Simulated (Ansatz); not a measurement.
NiSb in space group P6_3/mmc (No. 194; Ni on 4f, Sb on 2a, Sb on 2d), PBEsol (plane waves, PAW; program Ansatz), all energies at zero smearing, with the estimated change up to a 700 eV cutoff added, with one set of potentials and settings (totals compare only within such a set). Cell of 8 atoms (4 Ni, 4 Sb): -48853.254 eV.

```
element                             reference phase  E (eV/atom)
-------  ------------------------------------------  -----------
Ni       Fm-3m, 1 atoms in the cell, spin-polarised   -5804.9762
Sb                        R-3m, 2 atoms in the cell   -6408.0873
```

Formation energy per atom, worked out: (-48853.254 − 4×(-5804.9762) − 4×(-6408.0873))/8 = -0.125 eV/atom (-12 kJ per mol of atoms), at 0 K, without zero-point energy or fitted corrections.

A made-up cell: these elements were put on the sites of a structure type; the Crystallography Open Database files this formula in space group No. 194, but the cells were not matched. Whether it is the stable phase at ambient conditions was not checked. The PBEsol relaxation kept the symmetry of its start; whether a distortion lowers the energy is not shown. The workflow began spin-polarised and lost its moments. The references are the lowest solids computed at this level, not always the standard phases. Spin–orbit coupling is left out wherever it is not named.

Potentials: the later of the program's two PAW sets.
